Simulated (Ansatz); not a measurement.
Ansatz (a first-principles code) input:

Ansatz 0.2 input:
```yaml
crystal:
  lattice:
    - [-1.5910788427, 1.5910788427, 1.5910788427]
    - [1.5910788427, -1.5910788427, 1.5910788427]
    - [1.5910788427, 1.5910788427, -1.5910788427]
  atoms:
    - { symbol: Ag, position: [0.0, 0.0, 0.0] }
kpoints:
  mp_grid: { grid: [38, 38, 38] }
hamiltonian:
  xc: lda
  pseudopotentials: { kind: paw }
scf:
  occupations: { method: fermi_dirac, width: 0.1 }
elastic: { mode: relaxed_ion, stencil: two_point, amplitude: 0.005, f_tol: 0.0005 }
```

Output (shortened):

```
Pseudopotential: Ag, paw, valence charge 19
Functional definition: SPW92
Crystal: 1 atoms, lattice volume = 16.111 Å³
Basis set: ecut = 420 eV, 321 PW (Γ)
Bands: 14, of which v1, the nominal top of the filled ones, is band 10 counted from 1 (9 counted from 0)
Symmetry: 48 space group operations
Space group: Im-3m (ITA 229), of the structure as read, at distance tolerance 2.5e-5 Å
k-points: 1440 of 54872
SCF iter   1: F=—  HF=-7458.127565 eV  |F-HF|=—  |Δ(HF+E_count)|=         —  Δρ=1.46e-2  dr2=2.82e-2  ethr=1.77e-3  ⟨swp⟩=4.6  Hψ=100999  notcnv=0
preconditioner: auto → Kerker (q_TF=auto, 2.804 Å⁻¹)
SCF iter   2: F=—  HF=-7458.119224 eV  |F-HF|=—  |Δ(HF+E_count)|=   8.34e-3  Δρ=4.74e-3  dr2=2.33e-3  ethr=1.48e-4  ⟨swp⟩=1.8  Hψ=34754  notcnv=0  defer=50
SCF iter   3: F=—  HF=-7458.118498 eV  |F-HF|=—  |Δ(HF+E_count)|=   7.26e-4  Δρ=1.69e-3  dr2=1.42e-4  ethr=1.22e-5  ⟨swp⟩=2.2  Hψ=27553  notcnv=0  defer=53
SCF iter   4: F=—  HF=-7458.118464 eV  |F-HF|=—  |Δ(HF+E_count)|=   3.38e-5  Δρ=1.12e-4  dr2=7.51e-7  ethr=7.45e-7  ⟨swp⟩=2.9  Hψ=32804  notcnv=0  defer=53
SCF iter   5: F=—  HF=-7458.118468 eV  |F-HF|=—  |Δ(HF+E_count)|=   4.67e-6  Δρ=1.80e-5  dr2=2.00e-8  ethr=3.95e-9  ⟨swp⟩=2.0  Hψ=21564  notcnv=0  defer=53
SCF iter   6: F=—  HF=-7458.118468 eV  |F-HF|=—  |Δ(HF+E_count)|=   3.90e-9  Δρ=3.83e-6  dr2=2.30e-9  ethr=1.05e-10  ⟨swp⟩=1.0  Hψ=20024  notcnv=0  defer=53
SCF iter   7: F=—  HF=-7458.118468 eV  |F-HF|=—  |Δ(HF+E_count)|=  4.49e-10  Δρ=7.37e-7  dr2=6.66e-11  ethr=1.21e-11  ⟨swp⟩=2.1  Hψ=27107  notcnv=0  defer=53
SCF iter   8: F=—  HF=-7458.118468 eV  |F-HF|=—  |Δ(HF+E_count)|=  7.28e-12  Δρ=7.35e-8  dr2=4.66e-13  ethr=3.51e-13 (applied; sched 1.00e-12)  ⟨swp⟩=2.4  Hψ=29607  notcnv=0  defer=238
SCF iter   9: F=-7458.118468 eV  HF=-7458.118468 eV  |F-HF|=2.73e-12  |Δ(HF+E_count)|=    0.00e0  Δρ=1.01e-8  dr2=9.67e-15  ethr=1.00e-12  ⟨swp⟩=4.0  Hψ=57808  notcnv=0
SCF 1 converged in 9 iterations: F = -7458.118468 eV  dr2 = 9.67e-15
Crystal: 1 atoms, lattice volume = 16.031 Å³
Symmetry: 16 space group operations
k-points: 3910 of 54872
iter 1 solved again at ethr=3.79e-7 eV; its pass at ethr=3.10e-3 eV (dr2=7.20e-5 eV) is discarded
SCF iter   1: F=—  HF=-7458.118332 eV  |F-HF|=—  |Δ(HF+E_count)|=         —  Δρ=5.82e-4  dr2=5.43e-5  ethr=3.79e-7  ⟨swp⟩=2.1  Hψ=345917  notcnv=0  defer=98
preconditioner: auto → Kerker (q_TF=auto, 2.807 Å⁻¹)
SCF iter   2: F=—  HF=-7458.118322 eV  |F-HF|=—  |Δ(HF+E_count)|=   9.86e-6  Δρ=2.67e-4  dr2=8.85e-6  ethr=2.86e-7  ⟨swp⟩=2.1  Hψ=75391  notcnv=0  defer=98
SCF iter   3: F=—  HF=-7458.118319 eV  |F-HF|=—  |Δ(HF+E_count)|=   2.89e-6  Δρ=9.77e-5  dr2=9.54e-7  ethr=4.66e-8  ⟨swp⟩=1.0  Hψ=54358  notcnv=0  defer=98
SCF iter   4: F=—  HF=-7458.118310 eV  |F-HF|=—  |Δ(HF+E_count)|=   8.49e-6  Δρ=1.60e-5  dr2=1.95e-8  ethr=5.02e-9  ⟨swp⟩=2.0  Hψ=88565  notcnv=0  defer=98
SCF iter   5: F=—  HF=-7458.118310 eV  |F-HF|=—  |Δ(HF+E_count)|=  3.64e-10  Δρ=3.22e-6  dr2=1.35e-9  ethr=1.03e-10  ⟨swp⟩=2.7  Hψ=92367  notcnv=0  defer=98
SCF iter   6: F=—  HF=-7458.118310 eV  |F-HF|=—  |Δ(HF+E_count)|=  1.80e-10  Δρ=3.92e-7  dr2=1.33e-11  ethr=7.08e-12  ⟨swp⟩=2.4  Hψ=80962  notcnv=0  defer=98
SCF iter   7: F=—  HF=-7458.118310 eV  |F-HF|=—  |Δ(HF+E_count)|=  3.64e-12  Δρ=4.90e-8  dr2=2.04e-13  ethr=6.99e-14 (applied; sched 1.00e-12)  ⟨swp⟩=1.3  Hψ=56375  notcnv=0  defer=648
SCF iter   8: F=-7458.118310 eV  HF=-7458.118310 eV  |F-HF|=9.09e-13  |Δ(HF+E_count)|=  1.82e-12  Δρ=6.11e-9  dr2=3.71e-15  ethr=1.00e-12  ⟨swp⟩=3.4  Hψ=147450  notcnv=0
SCF 2 converged in 8 iterations: F = -7458.118310 eV  dr2 = 3.71e-15
Crystal: 1 atoms, lattice volume = 16.192 Å³
iter 1 solved again at ethr=1.35e-11 eV; its pass at ethr=3.10e-3 eV (dr2=2.57e-9 eV) is discarded
SCF iter   1: F=—  HF=-7458.118309 eV  |F-HF|=—  |Δ(HF+E_count)|=         —  Δρ=6.77e-6  dr2=2.82e-9  ethr=1.35e-11  ⟨swp⟩=3.0  Hψ=360706  notcnv=0  defer=8
preconditioner: auto → Kerker (q_TF=auto, 2.802 Å⁻¹)
SCF iter   2: F=—  HF=-7458.118309 eV  |F-HF|=—  |Δ(HF+E_count)|=  3.01e-10  Δρ=4.04e-6  dr2=1.09e-9  ethr=1.35e-11  ⟨swp⟩=1.0  Hψ=54090  notcnv=0  defer=8
SCF iter   3: F=—  HF=-7458.118309 eV  |F-HF|=—  |Δ(HF+E_count)|=  1.48e-10  Δρ=3.67e-7  dr2=9.25e-12  ethr=5.74e-12  ⟨swp⟩=1.1  Hψ=56939  notcnv=0  defer=8
SCF iter   4: F=—  HF=-7458.118309 eV  |F-HF|=—  |Δ(HF+E_count)|=  5.46e-12  Δρ=1.20e-7  dr2=1.43e-12  ethr=4.87e-14 (applied; sched 1.00e-12)  ⟨swp⟩=2.5  Hψ=85166  notcnv=0  defer=646
SCF iter   5: F=-7458.118309 eV  HF=-7458.118309 eV  |F-HF|=9.09e-13  |Δ(HF+E_count)|=    0.00e0  Δρ=2.39e-8  dr2=6.36e-14  ethr=1.00e-12  ⟨swp⟩=2.0  Hψ=188688  notcnv=0
SCF 3 converged in 5 iterations: F = -7458.118309 eV  dr2 = 6.36e-14
Crystal: 1 atoms, lattice volume = 16.111 Å³
Symmetry: 8 space group operations
k-points: 7430 of 54872
iter 1 solved again at ethr=9.00e-8 eV; its pass at ethr=3.10e-3 eV (dr2=1.71e-5 eV) is discarded
SCF iter   1: F=—  HF=-7458.118382 eV  |F-HF|=—  |Δ(HF+E_count)|=         —  Δρ=1.80e-4  dr2=1.52e-6  ethr=9.00e-8  ⟨swp⟩=2.0  Hψ=644339  notcnv=0  defer=35
preconditioner: auto → Kerker (q_TF=auto, 2.804 Å⁻¹)
SCF iter   2: F=—  HF=-7458.118377 eV  |F-HF|=—  |Δ(HF+E_count)|=   4.52e-6  Δρ=1.01e-4  dr2=4.93e-7  ethr=8.01e-9  ⟨swp⟩=1.0  Hψ=103139  notcnv=0  defer=35
SCF iter   3: F=—  HF=-7458.118377 eV  |F-HF|=—  |Δ(HF+E_count)|=   1.48e-7  Δρ=5.93e-6  dr2=1.92e-9  ethr=2.59e-9  ⟨swp⟩=2.1  Hψ=171039  notcnv=0  defer=35
SCF iter   4: F=—  HF=-7458.118377 eV  |F-HF|=—  |Δ(HF+E_count)|=  6.35e-10  Δρ=6.79e-7  dr2=3.07e-11  ethr=1.01e-11  ⟨swp⟩=2.1  Hψ=146884  notcnv=0  defer=35
SCF iter   5: F=—  HF=-7458.118377 eV  |F-HF|=—  |Δ(HF+E_count)|=  2.73e-12  Δρ=2.34e-7  dr2=5.97e-12  ethr=1.61e-13 (applied; sched 1.00e-12)  ⟨swp⟩=2.3  Hψ=161109  notcnv=0  defer=1234
SCF iter   6: F=—  HF=-7458.118377 eV  |F-HF|=—  |Δ(HF+E_count)|=  9.09e-13  Δρ=6.43e-8  dr2=4.18e-13  ethr=3.14e-14 (applied; sched 1.00e-12)  ⟨swp⟩=2.6  Hψ=165178  notcnv=0  defer=1238
SCF iter   7: F=-7458.118377 eV  HF=-7458.118377 eV  |F-HF|=0.00e0  |Δ(HF+E_count)|=  9.09e-13  Δρ=1.35e-8  dr2=2.60e-14  ethr=1.00e-12  ⟨swp⟩=4.0  Hψ=301471  notcnv=0
SCF 4 converged in 7 iterations: F = -7458.118377 eV  dr2 = 2.60e-14
Crystal: 1 atoms, lattice volume = 16.111 Å³
iter 1 solved again at ethr=8.09e-12 eV; its pass at ethr=3.10e-3 eV (dr2=1.54e-9 eV) is discarded
SCF iter   1: F=—  HF=-7458.118377 eV  |F-HF|=—  |Δ(HF+E_count)|=         —  Δρ=3.16e-6  dr2=1.30e-9  ethr=8.09e-12  ⟨swp⟩=2.6  Hψ=668023  notcnv=0  defer=11
preconditioner: auto → Kerker (q_TF=auto, 2.804 Å⁻¹)
SCF iter   2: F=—  HF=-7458.118377 eV  |F-HF|=—  |Δ(HF+E_count)|=  2.06e-10  Δρ=1.69e-6  dr2=3.93e-10  ethr=6.86e-12  ⟨swp⟩=1.0  Hψ=102828  notcnv=0  defer=11
SCF iter   3: F=—  HF=-7458.118377 eV  |F-HF|=—  |Δ(HF+E_count)|=  9.82e-11  Δρ=5.30e-7  dr2=4.82e-11  ethr=2.07e-12  ⟨swp⟩=1.0  Hψ=102777  notcnv=0  defer=11
SCF iter   4: F=—  HF=-7458.118377 eV  |F-HF|=—  |Δ(HF+E_count)|=  1.09e-11  Δρ=1.65e-7  dr2=3.35e-12  ethr=2.54e-13 (applied; sched 1.00e-12)  ⟨swp⟩=2.3  Hψ=144917  notcnv=0  defer=971
SCF iter   5: F=-7458.118377 eV  HF=-7458.118377 eV  |F-HF|=1.82e-12  |Δ(HF+E_count)|=  2.73e-12  Δρ=3.12e-8  dr2=9.25e-14  ethr=1.00e-12  ⟨swp⟩=2.8  Hψ=390422  notcnv=0
SCF 5 converged in 5 iterations: F = -7458.118377 eV  dr2 = 9.25e-14
SCF converged after 9 iterations
Free energy (F): -7458.118468 eV
Harris-Foulkes:  -7458.118468 eV  (|F-HF|=2.73e-12)
Internal energy: -7458.109205 eV  (E = F + TS)
E sigma→0 (E₀):  -7458.113837 eV
Entropy (-TS):   -0.009263 eV (-9.263 meV/atom)
Fermi energy:    18.293926 eV
--- Per-component energies (eV) ---
  E_band       = -218.241537
  E_kinetic    = 528.343602
  E_local      = -2108.562297  (includes V_loc(G=0)·N_el)
  E_nonlocal   = 86.231624
  E_hartree    = 961.996209
  E_xc         = -184.276011
  E_vxc        = -235.383834  (∫ρ·V_xc dr)
  E_paw        = -3770.099138  (= ΣΔE_a)
  E_vpaw       = -412.863307  (= ΣTr[D̂ρ^β])
  E_aug_tail   = 0.000253  (compensation charges beyond the density's cutoff)
  E_ewald      = -2972.468255
  E_core_change = 0.724807  (= ΣΔE_core)
  E_smearing   = -0.009263  (= −TS)
  E_closure    = 0.000000  (closes the sum)
  Σ components = -7458.118468   (vs F -7458.118468, Δ=0.00e0)
  [band-id]    e_kinetic+e_local+e_nonlocal+2·e_hartree+e_vxc+e_vpaw+e_augmentation_tail = -218.241540   (vs E_band -218.241537, Δ=-3.75e-6)
--- Forces (eV/Å), atoms counted from 1 ---
  atom   1  Ag     0.00000000     0.00000000     0.00000000
  max |Σ_I F_I| component: 0.0 eV/Å
--- Stress (GPa, compression-positive) ---
       -0.005442       0.000000       0.000000
        0.000000      -0.005442       0.000000
        0.000000       0.000000      -0.005442
  P = ⅓ Tr σ = -0.0054 GPa (-0.054 kbar)
--- Band table (eV; the first three rows and the last of 1440) ---
  k-point 0: bands = ["-73.6241", "-37.0550", "-37.0550", "-37.0550", "9.9929", "13.1795", "13.1795", "13.1795", "14.6782", "14.6782", "36.2664", "36.2664", "36.2664", "43.3133"]
  k-point 1: bands = ["-73.6240", "-37.0565", "-37.0556", "-37.0550", "10.0172", "13.1730", "13.1804", "13.1942", "14.6707", "14.6786", "36.2255", "36.2655", "36.2870", "42.5781"]
  k-point 2: bands = ["-73.6234", "-37.0609", "-37.0571", "-37.0550", "10.0897", "13.1537", "13.1830", "13.2381", "14.6490", "14.6800", "36.0947", "36.2566", "36.3483", "41.8472"]
  k-point 1439: bands = ["-73.5787", "-37.2171", "-37.2171", "-37.2171", "11.5654", "11.5654", "15.5382", "15.5382", "15.5382", "25.2579", "25.2579", "25.2579", "31.7852", "32.4200"]
--- Elastic constants: 2 strain directions × 2 members + reference (group order 48) ---
  dense FFT box of the reference and of every strained cell: 20×20×20
  strains applied: 11, 23; error gains: componentwise 1.00 (the most a stress slope's error grows in a printed constant), spectral 1.73 (1 for all six strains …
  C = ∂σ_k/∂η_j (tension-positive GPa; Voigt order 11 22 33 23 13 12):
       126.531    139.762    139.762      0.000      0.000      0.000
       139.762    126.531    139.762      0.000      0.000      0.000
       139.762    139.762    126.531      0.000      0.000      0.000
         0.000      0.000      0.000     72.846      0.000      0.000
         0.000      0.000      0.000      0.000     72.846      0.000
         0.000      0.000      0.000      0.000      0.000     72.846
  reference stress σ⁰ (GPa):      0.005      0.005      0.005      0.000      0.000      0.000
  C* (energy form; C + prestress term) asymmetry max|C*_kj − C*_jk| = 2.548e-16 GPa — a small one proves nothing (zero by symmetry where the batch's group is …
  moduli (Voigt/Reuss/Hill, GPa): K = 135.35/135.35/135.35   G = 41.06/-19.15/10.96   E = 32.01   ν = 0.461
  mechanically stable: NO (min eigenvalue of sym C = -13.23 GPa)
  where every solve meets its electron count the energy-path curvature estimates C_jj along a normal strain and C_jj − ¼(σ⁰_aa + σ⁰_bb) along a shear (ab), of …
  strain η (Voigt 11):  stress-route row diagonal C_11 = 126.53 GPa, energy-path curvature d²(F+E_count+ΔE)/dδ²/Ω₀ = 126.52 GPa
         δ    σ_11 (GPa)             F (eV)   n_scf  n_hpsi   n_pw
    -5.000e-3      -0.6388       -7458.1183103       8  988301    329   relax 0 steps, max|allowed force component| 0.00e0 eV/Å
     5.000e-3       0.6265       -7458.1183093       5  792509    331   relax 0 steps, max|allowed force component| 0.00e0 eV/Å
  strain η (Voigt 23):  stress-route row diagonal C_44 = 72.85 GPa, energy-path curvature d²(F+E_count+ΔE)/dδ²/Ω₀ = 72.83 GPa
         δ    σ_23 (GPa)             F (eV)   n_scf  n_hpsi   n_pw
    -5.000e-3      -0.3642       -7458.1183773       7  1782317    329   relax 0 steps, max|allowed force component| 0.00e0 eV/Å
     5.000e-3       0.3642       -7458.1183773       5  1498127    329   relax 0 steps, max|allowed force component| 0.00e0 eV/Å
```

Cost: very roughly 6 core-minutes on shared cores.

The first step of the workflow began from a Materials Project structure, measured or hypothetical; the Crystallography Open Database copy checked does not list it. It is not the phase usual at ambient conditions (space group No. 225). The LDA relaxation kept the symmetry of its start. At this level the phase is mechanically unstable. No spin polarisation was allowed. As this level gives no gap, shear constants depend on the k-mesh and smearing (Fermi–Dirac, 0.1 eV here). Spin–orbit coupling is left out wherever it is not named.

Potentials: the later of the program's two PAW sets.

Ansatz is a plane-wave DFT program.
